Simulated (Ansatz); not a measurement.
**Ansatz 0.2.0, relaxation: Ge3As2**

Input:

```yaml
crystal:
  lattice:
    - [0.0, 3.470073, 0.0]
    - [6.19678, -1.735036, 0.0]
    - [0.760647, 0.0, -8.511126]
  atoms:
    - { symbol: As, position: [0.2026, 0.4052, 0.8592] }
    - { symbol: As, position: [0.7974, 0.5948, 0.1408] }
    - { symbol: As, position: [0.6133, 0.2266, 0.5594] }
    - { symbol: As, position: [0.3867, 0.7734, 0.4406] }
    - { symbol: Ge, position: [0.0289, 0.0578, 0.7132] }
    - { symbol: Ge, position: [0.9711, 0.9422, 0.2868] }
    - { symbol: Ge, position: [0.7777, 0.5554, 0.661] }
    - { symbol: Ge, position: [0.2223, 0.4446, 0.339] }
    - { symbol: Ge, position: [0.3744, 0.7488, 0.9645] }
    - { symbol: Ge, position: [0.6256, 0.2512, 0.0355] }
  symmetry: { tolerance: 0.0003 }
kpoints:
  mp_grid: { grid: [5, 5, 2], shift: [0, 0, 0] }
magnetization:
  spin_polarized: false
scf:
  occupations: { method: fermi_dirac }
  lower_state_search: "off"
hamiltonian:
  pseudopotentials: { kind: paw }
  xc: r2scan
basis:
  ecutwfc: 500
  fft_grid_basis: typed
relax:
  max_steps: 60
  cell: { p_target: 0.0 }
  f_tol: 0.03
output:
  forces: true
  stress: true
  eigenvalues: true
  populations: true
  elf: true
  write_potential: true
  volumetric_format: npy
  dos:
    e_range: [-12, 8]
    de: 0.05
    projected: { site_lists: { As: [As], Ge: [Ge] } }
  write_density: true
  bader: false
checkpoint:
  read: saved_state
```

Launch command:

```bash
ansatz run input.yaml --threads 2 --pin off --max-ram 2560MiB --backend cpu --events-out ev --progress --plain --runs-dir out
```

Origin of the cell: a known structure type with other elements, at an estimated volume, so it need not be a known compound.

The smearing width isn't typed, so it takes its default of 0.1 eV.

The saved state is a converged single point of the same cell.

Excerpt of the output:

```
Pseudopotentials: kind: paw
Pseudopotential: As, paw, valence charge 15, recommended cutoff 500 eV (meta_gga), As.paw.azcp
Pseudopotential: Ge, paw, valence charge 14, recommended cutoff 500 eV (meta_gga), Ge.paw.azcp
Functional definition: r2SCAN
  exchange = r2scan_x(k0 = k0, k1 = k1, a1 = a1)
  correlation = r2scan_c
Crystal: 10 atoms, lattice volume = 183.017 Å³
Basis set: ecut = 500 eV, 4669 PW (Γ), exchange–correlation on 108×192×256 points (64 copies of the dense FFT grid, shifted against one another)
Bands: 87, of which v1, the nominal top of the filled ones, is band 72 counted from 1 (71 counted from 0)
Symmetry: 4 space group operations
Space group: C2/m (ITA 12), of the structure as read, at distance tolerance 1.7e-3 Å
[… 8 lines left out …]
Initial density: read from a saved state, or passed on in memory by an earlier SCF of this step, an earlier step, the calling program or the single point that the run made first
Functional: x = r2scan, c = r2scan; τ floored in thin density (d = 2e-4 eV/Å³)
SCF iter   1: F=-45270.025859 eV  HF=-45270.032404 eV  Δρ=1.26e-3  dr2=9.35e-3  dr2_τ=1.02e-4
SCF iter   2: F=-45270.029279 eV  HF=-45270.032210 eV  Δρ=8.08e-4  dr2=4.15e-3  dr2_τ=8.26e-6
SCF iter   3: F=-45270.031752 eV  HF=-45270.031913 eV  Δρ=2.18e-4  dr2=1.72e-4  dr2_τ=1.30e-6
SCF iter   4: F=-45270.031886 eV  HF=-45270.031880 eV  Δρ=1.32e-4  dr2=4.09e-5  dr2_τ=3.86e-7
SCF iter   5: F=-45270.031901 eV  HF=-45270.031901 eV  Δρ=3.19e-5  dr2=2.95e-6  dr2_τ=5.70e-8
SCF iter   6: F=-45270.031902 eV  HF=-45270.031902 eV  Δρ=1.32e-5  dr2=5.50e-7  dr2_τ=4.55e-9
SCF iter   7: F=-45270.031902 eV  HF=-45270.031902 eV  Δρ=5.71e-6  dr2=1.10e-7  dr2_τ=1.32e-9
SCF iter   8: F=-45270.031902 eV  HF=-45270.031902 eV  Δρ=2.33e-6  dr2=1.95e-8  dr2_τ=1.04e-10
relax step   1: F+E_penalty+E_count = -45270.031902 eV  Δ(F+E_penalty+E_count) = +0.000e0 eV  max|allowed force component| = 2.670e0 eV/Å  Δτ_max = 0.0000 Å  P = +19.177 GPa  Ω = 183.017 Å³ […]
relax step   2: F+E_penalty+E_count = -45272.364139 eV  Δ(F+E_penalty+E_count) = -2.332e0 eV  max|allowed force component| = 1.037e0 eV/Å  Δτ_max = 0.0618 Å  P = +6.248 GPa  Ω = 199.779 Å³  e […]
relax step   3: F+E_penalty+E_count = -45273.285826 eV  Δ(F+E_penalty+E_count) = -9.217e-1 eV  max|allowed force component| = 5.013e-1 eV/Å  Δτ_max = 0.0788 Å  P = +1.831 GPa  Ω = 204.372 Å³ […]
relax step   4: F+E_penalty+E_count = -45273.670217 eV  Δ(F+E_penalty+E_count) = -3.844e-1 eV  max|allowed force component| = 2.811e-1 eV/Å  Δτ_max = 0.0987 Å  P = +0.604 GPa  Ω = 201.143 Å³ […]
relax step   5: F+E_penalty+E_count = -45273.781016 eV  Δ(F+E_penalty+E_count) = -1.108e-1 eV  max|allowed force component| = 3.427e-1 eV/Å  Δτ_max = 0.1519 Å  P = +1.144 GPa  Ω = 195.750 Å³ […]
relax step   6: F+E_penalty+E_count = -45273.821169 eV  Δ(F+E_penalty+E_count) = -4.015e-2 eV  max|allowed force component| = 1.963e-1 eV/Å  Δτ_max = 0.1801 Å  P = -0.344 GPa  Ω = 200.555 Å³ […]
relax step   7: F+E_penalty+E_count = -45273.861230 eV  Δ(F+E_penalty+E_count) = -4.006e-2 eV  max|allowed force component| = 1.112e-1 eV/Å  Δτ_max = 0.0964 Å  P = +0.120 GPa  Ω = 199.639 Å³ […]
relax step   8: F+E_penalty+E_count = -45273.864799 eV  Δ(F+E_penalty+E_count) = -3.568e-3 eV  max|allowed force component| = 2.706e-2 eV/Å  Δτ_max = 0.0277 Å  P = -0.082 GPa  Ω = 200.028 Å³ […]
relax step   9: F+E_penalty+E_count = -45273.865329 eV  Δ(F+E_penalty+E_count) = -5.302e-4 eV  max|allowed force component| = 2.211e-2 eV/Å  Δτ_max = 0.0096 Å  P = +0.026 GPa  Ω = 199.529 Å³ […]
relax step  10: F+E_penalty+E_count = -45273.865702 eV  Δ(F+E_penalty+E_count) = -3.737e-4 eV  max|allowed force component| = 8.941e-3 eV/Å  Δτ_max = 0.0080 Å  P = +0.002 GPa  Ω = 199.676 Å³ […]
relax step  11: F+E_penalty+E_count = -45273.865814 eV  Δ(F+E_penalty+E_count) = -1.120e-4 eV  max|allowed force component| = 3.753e-3 eV/Å  Δτ_max = 0.0040 Å  P = +0.000 GPa  Ω = 199.674 Å³ […]
relax step  12: F+E_penalty+E_count = -45273.874450 eV  Δ(F+E_penalty+E_count) = -8.635e-3 eV  max|allowed force component| = 3.932e-3 eV/Å  Δτ_max = 0.0000 Å  P = +0.003 GPa  Ω = 199.674 Å³  stress off target by 2.02e-2 GPa […]
SCF 12 converged in 8 iterations: F = -45273.874450 eV  dr2 = 9.26e-11
basis re-selected at this cell: Δ(F+E_penalty+E_count) = -8.635e-3 eV, ΔP = +0.003 GPa vs the last step (what re-selecting the basis moved, of the pressure what is left beyond the Pulay corre […]
SCF converged after 8 iterations
Free energy (F): -45273.874450 eV
Harris-Foulkes:  -45273.874450 eV  (|F-HF|=4.37e-11)
Internal energy: -45273.768727 eV  (E = F + TS)
E sigma→0 (E₀):  -45273.821588 eV
Entropy (-TS):   -0.105722 eV (-10.572 meV/atom)
Fermi energy:    10.559224 eV
--- Per-component energies (eV) ---
  E_band       = -1726.645752
  E_kinetic    = 1072.711905
  E_local      = -19735.112038  (includes V_loc(G=0)·N_el)
  E_nonlocal   = -175.746967
  E_hartree    = 9428.578507
  E_xc         = -710.964770
  E_vxc        = -745.166544  (∫ρ·V_xc dr)
  E_paw        = -19578.502169  (= ΣΔE_a)
  E_vpaw       = -1041.492369  (= ΣTr[D̂ρ^β])
  E_aug_tail   = 0.000071  (compensation charges beyond the density's cutoff)
  E_vtau       = 41.002773  (kinetic-family band-sum trace: ∫τ·v_τ [+ j·A + Jᵃ·Aᵃ] dr)
  E_ewald      = -15562.389041
  E_core_change = -12.344226  (= ΣΔE_core)
  E_smearing   = -0.105722  (= −TS)
  Σ components = -45273.874450   (vs F -45273.874450, Δ=0.00e0)
--- Forces (eV/Å), atoms counted from 1 ---
  atom   1  As     0.001233     0.000000    -0.000730
  atom   2  As    -0.001233    -0.000000     0.000730
  atom   3  As     0.003932     0.000000     0.002057
  atom   4  As    -0.003932    -0.000000    -0.002057
  atom   5  Ge    -0.000045     0.000000     0.001236
  atom   6  Ge     0.000045    -0.000000    -0.001236
  atom   7  Ge    -0.000035     0.000000     0.003720
  atom   8  Ge     0.000035    -0.000000    -0.003720
  atom   9  Ge    -0.002080    -0.000000    -0.002363
  atom  10  Ge     0.002080     0.000000     0.002363
  max |Σ_I F_I| component: 0.00e0 eV/Å
--- Stress (GPa, compression-positive) ---
       -0.015250      -0.000000      -0.001104
       -0.000000       0.003110       0.000000
       -0.001104       0.000000       0.020199
  P = ⅓ Tr σ = 0.0027 GPa (0.027 kbar)
--- Relaxed structure (11 steps of the walk, 11 accepted, 1 SCFs on fresh bases) ---
  F+E_penalty+E_count = -45273.874450 eV   max|allowed force component| = 3.932e-3 eV/Å   (the final SCF, on the basis selected at the relaxed cell)
  cell:  # Å, volume = 199.6740 Å³
    - [-1.536e-7, 3.807677, -1.372e-8]
    - [5.659404, -1.903838, -0.706719]
    - [1.665346, 3.302e-8, -9.473928]
  atoms:
    - { symbol: As, position: [0.203528, 0.407057, 0.854435] }
    - { symbol: As, position: [0.796472, 0.592943, 0.145565] }
    - { symbol: As, position: [0.607572, 0.215145, 0.566863] }
    - { symbol: As, position: [0.392428, 0.784855, 0.433137] }
    - { symbol: Ge, position: [0.008869, 0.017738, 0.741768] }
    - { symbol: Ge, position: [0.991131, 0.982262, 0.258232] }
    - { symbol: Ge, position: [0.805069, 0.610137, 0.645214] }
    - { symbol: Ge, position: [0.194931, 0.389863, 0.354786] }
    - { symbol: Ge, position: [0.392183, 0.784365, 0.967170] }
    - { symbol: Ge, position: [0.607817, 0.215635, 0.032830] }
--- Löwdin populations: 10 sites ---
  site symbol       q [e]
     0     As     15.0458
     1     As     15.0458
     2     As     15.0313
     3     As     15.0313
     4     Ge     13.9447
     5     Ge     13.9447
     6     Ge     13.8993
     7     Ge     13.8993
     8     Ge     13.9320
     9     Ge     13.9320
  spilling = 0.002041 (of n_electrons = 144.000000)
```

The starting structure.

Space group C2/m (No. 12); the run's cell has a = 3.470 Å, b = 6.435 Å, c = 8.545 Å, α = 85.08°, β = 90.00°, γ = 105.64°. Shortest distances: As–Ge 2.28 Å, As–As 3.07 Å, Ge–Ge 3.18 Å.

After:

Space group C2/m (No. 12); the run's cell has a = 3.808 Å, b = 6.013 Å, c = 9.619 Å, α = 73.82°, β = 90.00°, γ = 108.46°. Shortest distances: As–Ge 2.57 Å, Ge–Ge 2.71 Å, As–As 3.09 Å.

* Free energy lowered by: 384.3 meV/atom
* Volume change: 9.10 %
* Final pressure: 0.00 GPa
* Relaxation steps listed: 12
* Formation energy (elements under the same functional, gases as molecules, uncorrected): 0.194 eV/atom

Caveats: the k mesh is coarse if the cell is a metal; the relaxation held the start's symmetry, so the end may be a saddle point.

Time: 9.7 min on 2 threads of Arm Neoverse N1, with other jobs on the host, peak memory 1.1 GiB, from a saved density.
